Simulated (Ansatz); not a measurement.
SiO2:
```
CELL_PARAMETERS angstrom
      4.15495     0.00000     0.00000
      0.00000     4.15495     0.00000
      0.00000     0.00000     2.66142
ATOMIC_POSITIONS crystal
  Si 0.00000 0.00000 0.00000
  Si 0.50000 0.50000 0.50000
  O  0.30559 0.30559 0.00000
  O  0.80559 0.19441 0.50000
  O  0.19441 0.80559 0.50000
  O  0.69441 0.69441 0.00000
```

Relaxed with LDA. Special points in fractions of this cell's reciprocal vectors: Γ (0.000, 0.000, 0.000); X (0.000, 0.500, 0.000); M (0.500, 0.500, 0.000); Z (0.000, 0.000, 0.500); R (0.000, 0.500, 0.500); A (0.500, 0.500, 0.500).

Task: List the band energies nearest the valence-band maximum at these points for the program Ansatz at the LDA level (PAW).

Result: In eV from the valence-band maximum; about four levels below and three above (degenerate sets whole), none deeper than 8.9 eV; points with the same levels are listed once.

```csv
k,below,above
Γ,-2.56 -0.91 -0.91 0.00,5.81 6.46 8.40 8.40
X,-2.75 -2.75 -1.09 -1.09,7.75 7.75 8.95 8.95
M,-2.77 -2.77 -2.35 -2.35,7.41 7.41 9.97 9.97
Z,-3.24 -3.24 -2.76 -2.76,9.08 9.08 12.52 12.52
R,-2.34 -2.34 -1.83 -1.83,8.73 8.73 9.90 9.90
A,-1.80 -1.80 -1.60 -1.60,7.19 7.19 10.89 10.89
```

Space group P4_2/mnm (rutile). This is a known high-pressure phase of the composition, computed here at zero pressure and temperature. Symmetry was held in the LDA relaxation; phonons on a q-mesh show no instability.

Potentials: the later of the program's two PAW sets.
